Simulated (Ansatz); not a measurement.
Cell and atoms are relaxed with the symmetry kept. Start:

```
CELL_PARAMETERS angstrom
-1.92267 1.92267 4.31140
1.92267 -1.92267 4.31140
1.92267 1.92267 -4.31140
ATOMIC_POSITIONS crystal
Ti 0.00000 0.00000 0.00000
Al 0.50000 0.50000 0.00000
Al 0.75000 0.25000 0.50000
Al 0.25000 0.75000 0.50000
```

The calculation used DFT PBE+D3(BJ), scalar-relativistic, plane waves, PAW in Ansatz 0.2.0.

Settings: cutoff 420 eV, Γ-centred mesh 16×16×16 on the computed 4-atom cell, Gaussian smearing of 0.10 eV; no spin polarisation.

What does it relax to?

The volume goes down by 0.64 Å³/atom to 15.29 Å³/atom, and the energy falls by 9.2 meV/atom. Final structure:
```yaml
crystal:
  lattice:
    - [-1.89733, 1.89733, 4.24850]
    - [1.89733, -1.89733, 4.24850]
    - [1.89733, 1.89733, -4.24850]
  atoms:
    - { symbol: Ti, position: [0.00000, 0.00000, 0.00000] }
    - { symbol: Al, position: [0.50000, 0.50000, 0.00000] }
    - { symbol: Al, position: [0.75000, 0.25000, 0.50000] }
    - { symbol: Al, position: [0.25000, 0.75000, 0.50000] }
```

Cost: 1 run of about 2.2 core-minutes, on AMD EPYC (Zen 3) (shared hosts).